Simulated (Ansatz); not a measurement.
A distorted cell of V (bcc, W type):

```yaml
crystal:
  lattice:
    - [-1.51059, 1.51059, 1.51059]
    - [1.51059, -1.51059, 1.51059]
    - [1.51059, 1.51059, -1.51059]
  atoms:
    - { symbol: V, position: [0.00000, 0.00000, 0.00000] }
```

Level of theory: PBE (plane waves to 420 eV, PAW, scalar-relativistic; Ansatz, a quantum-chemistry and plane-wave program). k mesh 22×22×22 (Γ-centred), Fermi-Dirac smearing 0.05 eV. Energies are smeared free energies. Compression counts positive. The PAW data are Ansatz's earlier set. V is run without spin polarisation. V was relaxed with its symmetry unable to fall.

Give the stress tensor in GPa and the pressure.


```
   -4.1      0.0      0.0
    0.0     -4.1      0.0
    0.0      0.0     -4.1
```
The pressure, a third of the trace, is -4.1 GPa.

It is the relaxed cell scaled evenly to V/V₀ = 1.024, atoms relaxed where free. What is its energy relative to the relaxed cell?

4 meV/atom.

(A scan under strain: stresses follow from slopes of the energy per volume, elastic moduli from its curvatures.)
